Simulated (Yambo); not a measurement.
Yambo run on MgCO3 (space group R-3c, No. 167). The wavefunctions are norm-conserving LDA (Quantum ESPRESSO, 84 Ry, without SOC) ones on a 4×4×4 mesh (32 occupied bands); a = 5.6499 Å, b = 5.6499 Å, c = 5.6499 Å, α = 48.44°, β = 48.44°, γ = 48.44°.

Yambo input:

```
rim_cut
gw0
dyson
el_el_corr
HF_and_locXC
cohsex
em1s
RandQpts= 1000000
RandGvec= 1 Ry
EXXRLvcs= 84 Ry
VXCRLvcs= 336 Ry
Chimod= "HARTREE"
% BndsRnXs
 3 | 115 |
%
NGsBlkXs= 6 Ry
% LongDrXs
 1.0 | 1.0 | 1.0 |
%
ExtendOut
% QPkrange
 6 | 6 | 32 | 32 |
 8 | 8 | 32 | 33 |
%
```

k points by index: 6 = (0, 0.25, -0.25), 8 = (0.25, 0.25, 0.25).

Table of the .qp output:

```
#    K-point    Band    Eo [eV]    E [eV]    E-Eo [eV]    Vxc [eV]    Vnlxc [eV]    Sc|Eo [eV]    Re(Z)    Im(Z)
#
    6    32    0.000000    -3.119921    -3.119921    -20.13349    -26.41833    3.164920    1.000000    0.000000
    8    32    -0.530932    -3.511961    -2.981029    -20.04971    -25.87280    2.842065    1.000000    0.000000
    8    33    5.024229    6.340239    1.316010    -15.20189    -9.655493    -4.230383    1.000000    0.000000
```
(The two width columns are left out.) Convergence of these settings isn't established.

Geometry of the Materials Project entry, not relaxed at this level.
